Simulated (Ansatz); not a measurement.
One crystal and one scan (scan of one atom of the cell) at two levels, PBE (plane waves to 420 eV, PAW, scalar-relativistic; Ansatz, an electronic-structure program) and r2SCAN (plane waves to 500 eV, PAW, scalar-relativistic; Ansatz), each from its own relaxed cell and on its own mesh.

The crystal is TiSi2 (C49 type, space group Cmcm); one Si atom of a 6-atom cell moves by s along Cartesian [111], with its periodic images.

Energies are smeared free energies. The PAW data are Ansatz's earlier set. This is one of several known forms of TiSi2; the measured ambient cells at hand have space group No. 70. TiSi2 is run without spin polarisation. TiSi2 was relaxed with its symmetry unable to fall. With partly filled bands, energies and forces of such displacements shift with the k mesh and the smearing. Both scans cover s from -0.240 to 0.240 Å.

```json
[
 {"quantity": "Lattice constant a (Å)", "run 1": "3.546", "run 2": "3.527"},
 {"quantity": "Lattice constant b (Å)", "run 1": "13.57", "run 2": "13.52"},
 {"quantity": "Lattice constant c (Å)", "run 1": "3.580", "run 2": "3.566"},
 {"quantity": "Relaxed volume (Å³/atom)", "run 1": "14.35", "run 2": "14.17"},
 {"quantity": "Energy at s = 0.240 Å (meV/cell)", "run 1": "317", "run 2": "344"},
 {"quantity": "Force along the line at s = -0.240 Å (eV/Å)", "run 1": "2.362", "run 2": "2.522"},
 {"quantity": "Force constant k = d²E/ds² at s = 0 (finite differences) (eV/Å²)", "run 1": "10.12", "run 2": "10.92"}
]
```

Question: Which run is which level?

Answer: Run 1 is PBE, run 2 is r2SCAN. PBE gives the higher value for: lattice constant a; lattice constant b; lattice constant c; relaxed volume. PBE gives the lower value for: energy at s = 0.240 Å; force along the line at s = -0.240 Å; force constant k = d²E/ds² at s = 0. Both give the same symmetry of the curve: not even: the positive side lies higher at ±0.240 Å.

(For displaced atoms, the force is minus the slope of the energy, and its curvature is a force constant, which sets phonon frequencies.)
